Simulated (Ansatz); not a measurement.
Starting cell, CeO$_{2}$ (fluorite):

```xyz
3
Lattice="0.0000 2.7187 2.7187 2.7187 0.0000 2.7187 2.7187 2.7187 0.0000" Properties=species:S:1:pos:R:3 pbc="T T T"
Ce     0.0000     0.0000     0.0000
O      1.3593     1.3593     1.3593
O      4.0780     4.0780     4.0780
```

Scan: atom 1 (Ce, nearest neighbour O at 2.354 Å; its periodic images, 3.8 Å or more away, move with it) is displaced along Cartesian x, direction (1.000, 0.000, 0.000) in Cartesian axes, by s. The other atoms stay.

Method: r2SCAN (plane waves to 500 eV, PAW, scalar-relativistic; Ansatz, an electronic-structure program). k mesh 9×9×9 (Γ-centred), Fermi-Dirac smearing 0.05 eV. The energy includes the smearing's −TS. CeO2 is run without spin polarisation. CeO2 was relaxed with its symmetry unable to fall. The filling of the f shell was not checked against other fillings, so treat energies with care. ΔE is measured from the undisplaced structure.

```json
[
 {"s (Å)": "-0.240", "ΔE (meV/cell)": "202.2"},
 {"s (Å)": "-0.192", "ΔE (meV/cell)": "128.4"},
 {"s (Å)": "-0.144", "ΔE (meV/cell)": "71.7"},
 {"s (Å)": "-0.096", "ΔE (meV/cell)": "31.7"},
 {"s (Å)": "-0.048", "ΔE (meV/cell)": "7.9"},
 {"s (Å)": "0.000", "ΔE (meV/cell)": "0.0"},
 {"s (Å)": "0.048", "ΔE (meV/cell)": "7.9"},
 {"s (Å)": "0.096", "ΔE (meV/cell)": "31.7"},
 {"s (Å)": "0.144", "ΔE (meV/cell)": "71.7"},
 {"s (Å)": "0.192", "ΔE (meV/cell)": "128.4"},
 {"s (Å)": "0.240", "ΔE (meV/cell)": "202.2"}
]
```

Task: What force constant k = d²E/ds² at s = 0 does the table give?

Result: 6.8 eV/Å². It is the second difference of the nearest points, corrected with the next pair.

Task: With k = 6.84 eV/Å² from the forces, is the well harmonic out to s = 0.240 Å?

Result: ½ks² = 197.1 meV/cell against the computed 202.2 meV/cell, so the well is close to harmonic there.

(A displaced cell: forces are minus the slopes of the energy, force constants its curvatures, and phonons follow from these.)
